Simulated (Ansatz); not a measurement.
**Band structure of SrTiO3**

```xyz
5
Lattice="3.9050 0.0000 0.0000 0.0000 3.9050 0.0000 0.0000 0.0000 3.9050" Properties=species:S:1:pos:R:3 pbc="T T T"
Sr    0.0000    0.0000    0.0000
Ti    1.9525    1.9525    1.9525
O     0.0000    1.9525    1.9525
O     1.9525    0.0000    1.9525
O     1.9525    1.9525    0.0000
```

Atom numbers follow the list: Sr1, Ti2, O3, O4, O5.

The cell is COD entry 7212245, as deposited and not checked against the literature; nothing was relaxed.

All numbers below come from DFT, PBEsol, all-electron LAPW, scalar-relativistic (Ansatz 0.2.0).

Sampling and basis: a Γ-centred 7×7×7 k mesh, Fermi–Dirac smearing of 0.05 eV, basis error target 1 meV/atom, no spin polarisation.

Points in fractions of the reciprocal vectors of this cell: Γ (0, 0, 0), X (0, 0.5, 0), M (0.5, 0.5, 0), R (0.5, 0.5, 0.5). The path joins them by straight lines in the order Γ–X–M–Γ–R–X–R–M; legs that retrace an earlier one aren't tabulated. Energies are in eV from the top of the valence band.

Task: Is there a gap, and where are the band edges?

Result: 1.83 eV, indirect from R (0.5, 0.5, 0.5) to Γ.

Task: List the levels between -8 and 5 eV at the symmetry points.

Result: 
Γ: -2.85 (×3), -1.19 (×3), -0.35 (×3), 1.83 (×3), 4.37 (×2)
X: -4.35, -2.87 (×2), -2.52, -2.39 (×2), -2.02, -0.73 (×2), 2.00, 3.80 (×2), 4.39
M: -4.71, -4.56, -4.20, -2.90 (×2), -1.74, -1.58 (×2), -0.09, 3.81 (×2), 4.27
R: -4.69, -4.19 (×2), -3.77 (×3), 0.00 (×3), 4.50 (×3)
